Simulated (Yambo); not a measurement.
Yambo input for CsCaF3 (cubic perovskite, space group Pm-3m, No. 221) (a = 4.521 Å, b = 4.521 Å, c = 4.521 Å, α = 90.00°, β = 90.00°, γ = 90.00°), on PBEsol (Quantum ESPRESSO, PseudoDojo norm-conserving, 84 Ry, with spin-orbit coupling) wavefunctions on a 4×4×4 mesh:

```
optics
chi
dipoles
kernel
FFTGvecs= 40 Ry
Chimod= "HARTREE"
NGsBlkXd= 3 Ry
% QpntsRXd
 1 | 1 |
%
% BndsRnXd
 1 | 148 |
%
GrFnTpXd= "R"
% EnRngeXd
 0.0 | 20.0 | eV
%
% DmRngeXd
 0.2 | 0.2 | eV
%
CGrdSpXd= 50
ETStpsXd= 161
% LongDrXd
 1.0 | 0.0 | 0.0 |
%
% XfnQP_E
 3.282 | 1.0 | 1.0 |
%
```

First lines of the file o-*.eps_q1_inv_rpa_dyson:

```
Absorption @ Q(1):   1.00000000     0.00000000     0.00000000    [q->0 direction]
#
# [ X ] Hartree size     :   81
# [GEN] GF Energies     : Perdew, Burke & Ernzerhof SOL(X)+Perdew, Burke & Ernzerhof SOL(C)+ user defined corrections @E
# [GEN] Green`s Function     : Retarded
#
# [GEN] Gauge     : Length
# [GEN] [r,Vnl] included     : yes
#
#    E[1] [eV]     Im(eps)     Re(eps)     Im(eps_o)     Re(eps_o)
#
     0.000000     0.191550E-8     2.046878     0.40184E-18     2.217512
     0.125000     0.198523E-3     2.046940     0.237200E-3     2.217586
     0.250000     0.397229E-3     2.047126     0.474616E-3     2.217808
     0.375000     0.596306E-3     2.047437     0.712464E-3     2.218179
     0.500000     0.795940E-3     2.047871     0.950961E-3     2.218698
     0.625000     0.996319E-3     2.048431     0.001190     2.219367
     0.750000     0.001198     2.049116     0.001431     2.220185
     0.875000     0.001400     2.049927     0.001673     2.221154
     1.000000     0.001604     2.050865     0.001916     2.222275
     1.125000     0.001809     2.051931     0.002161     2.223548
     1.250000     0.002016     2.053125     0.002408     2.224974
     1.375000     0.002225     2.054449     0.002657     2.226556
     1.500000     0.002436     2.055904     0.002909     2.228294
     1.625000     0.002650     2.057492     0.003164     2.230190
     1.750000     0.002866     2.059214     0.003421     2.232246
     1.875000     0.003085     2.061072     0.003682     2.234464
     2.000000     0.003307     2.063067     0.003947     2.236846
     2.125000     0.003532     2.065202     0.004215     2.239394
     2.250000     0.003761     2.067479     0.004488     2.242111
     2.375000     0.003993     2.069900     0.004765     2.245000
     2.500000     0.004230     2.072467     0.005046     2.248063
     2.625000     0.004472     2.075184     0.005333     2.251303
     2.750000     0.004718     2.078053     0.005626     2.254724
     2.875000     0.004969     2.081077     0.005924     2.258330
     3.000000     0.005225     2.084259     0.006228     2.262124
     3.125000     0.005488     2.087603     0.006540     2.266110
     3.250000     0.005756     2.091113     0.006858     2.270292
     3.375000     0.006031     2.094793     0.007184     2.274675
     3.500000     0.006313     2.098646     0.007518     2.279265
     3.625000     0.006602     2.102678     0.007860     2.284065
     3.750000     0.006900     2.106892     0.008212     2.289082
     3.875000     0.007206     2.111295     0.008573     2.294321
     4.000000     0.007520     2.115892     0.008944     2.299789
```
(The file goes on to the top of the energy range.) Convergence of the RPA response with its 4×4×4 mesh was not tested. The scissor comes from a G0W0 run whose convergence isn't established.

Geometry of the Materials Project entry, not relaxed at this level.

The structure is a Materials Project entry; no match was found in the copy of COD used, and its stability was not checked.
